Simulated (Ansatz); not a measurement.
Quadrupolar parameters in SiNi2 at a changed volume

The cell is an entry of the Crystallography Open Database (COD), relaxed with PBE at fixed cell and then changed (volume scaled by 1.04, ions relaxed).

```xyz
12
Lattice="5.0557 0.0000 0.0000 0.0000 3.7690 0.0000 0.0000 0.0000 7.1529" Properties=species:S:1:pos:R:3 pbc="T T T"
Si    1.4446    0.9422    2.7518
Si    1.0832    2.8267    6.3283
Si    3.9725    0.9422    0.8246
Si    3.6110    2.8267    4.4011
Ni    4.8539    0.9422    5.7035
Ni    2.7296    2.8267    2.1270
Ni    2.3260    0.9422    5.0259
Ni    0.2018    2.8267    1.4494
Ni    1.6706    0.9422    0.4281
Ni    0.8573    2.8267    4.0046
Ni    4.1984    0.9422    3.1483
Ni    3.3851    2.8267    6.7248
```

Atoms are numbered from 1 in the order listed; like atoms form one site, named after its first atom.

Computed with Ansatz: DFT, PBE, plane waves and PAW, scalar-relativistic, collinear spin, 420 eV cutoff, Γ-centred 9×12×6 k-points, Fermi–Dirac smearing 0.05 eV. Start moments as typed (μB): 1.5 on each Ni, none on the rest.

V_zz is the principal component of the electric field gradient with the largest magnitude, η = (V_xx − V_yy)/V_zz and C_Q = eQV_zz/h. Directions are in the Cartesian axes of the cell vectors above, for the atom listed; none is given where the gradient is under 0.02 or η is above 0.95.

```json
{"site": "Si", "first atom": "1", "first shell": "10 Ni at 2.33–2.78 Å", "V_zz (10²¹ V/m²)": "2.90", "η": "0.25", "direction of V_zz (x, y, z)": "0.90 0.00 0.44"}
{"site": "Ni5", "first atom": "5", "first shell": "5 Si at 2.36–2.61 Å, 8 Ni at 2.60–2.75 Å", "V_zz (10²¹ V/m²)": "1.77", "η": "1.00", "direction of V_zz (x, y, z)": "–"}
{"site": "Ni9", "first atom": "9", "first shell": "5 Si at 2.33–2.78 Å, 8 Ni at 2.60–2.75 Å", "V_zz (10²¹ V/m²)": "0.84", "η": "0.46", "direction of V_zz (x, y, z)": "0.81 0.00 0.59"}
```

The run finds no gap above 0.1 eV (a metal, or nearly one), so the gradients can move by 10 % or more with the k-mesh. With these PAW files V_zz is typically within 2 to 3 % of all-electron values, but misses above 10 % occur on Ni. At this changed cell the PBE pressure is -5 GPa. The start moments die out, and the run ends without spin. Where η is near 1 the sign of V_zz means little.

The relaxation (3 steps) took 4.9 min of wall time (20 min of CPU time) and 3 GiB at its peak, on 4 threads of Arm Neoverse V2 (aarch64; 8 cores open to the job, memory cap 8.0 GiB, no GPU), a shared host with a load of 0.7 a core.
